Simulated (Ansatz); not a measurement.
Values for one crystal, relaxed and computed with plane-wave PAW PBEsol (Ansatz code); other levels are named.

* **Volume per atom**: 17.99 Å³
* **Electronic character**: metallic (no gap)
* **Formation energy from the elements (no fitted shifts)**: -56 kJ/mol of atoms
* **Bulk modulus (Birch–Murnaghan fit)**: 71.7 GPa
* **Pressure derivative B′**: 7.3
* **Density of states at the Fermi level**: 0.39 states/eV per atom (mean over ±0.08 eV)

Task: Which of these materials gives this?
A) VSi2, P6_222 (V on 3d, Si on 6j)
B) Mn3Si, P4/mmm (Mn on 2g, Mn on 1c, Si on 1d)
C) YbSi2, I4_1/amd (Yb on 4b, Si on 8e)
D) AlSiCN, R3m (Al on 3a, N on 3a, Si on 3a, C on 3a)

Result: C, YbSi2, I4_1/amd (Yb on 4b, Si on 8e)

The workflow started from a Materials Project entry (that database holds measured and hypothetical structures alike); the Crystallography Open Database copy checked does not list it. COD files the formula under space group No. 191. Whether it is the stable phase at ambient conditions was not checked. The cell was relaxed with PBEsol under the symmetry of its start; whether a distortion lowers the energy is not shown. No spin polarisation was allowed. The 4f shell is in the valence. No Hubbard U is applied. The references are the lowest solids computed at this level, not always the standard phases. Spin–orbit coupling is left out wherever it is not named.

Potentials: the later of the program's two PAW sets.
